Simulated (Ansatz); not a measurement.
Relaxed-ion elastic tensor of Ag2O in space group Pn-3m (No. 224; Ag on 4c, O on 2a) in GPa (Voigt order), LDA in the plane-wave PAW code Ansatz; density 7.72 g/cm³, 16.62 Å³ per atom.

```
 104   103   103   0.0   0.0   0.0
 103   104   103   0.0   0.0   0.0
 103   103   104   0.0   0.0   0.0
 0.0   0.0   0.0  -4.1   0.0   0.0
 0.0   0.0   0.0   0.0  -4.1   0.0
 0.0   0.0   0.0   0.0   0.0  -4.1
```

Is the crystal mechanically stable?

No: the smallest eigenvalue of C is -4.1 GPa.

The LDA relaxation kept the symmetry of its start. At this level the phase is mechanically unstable. No spin polarisation was allowed.

Potentials: the later of the program's two PAW sets.
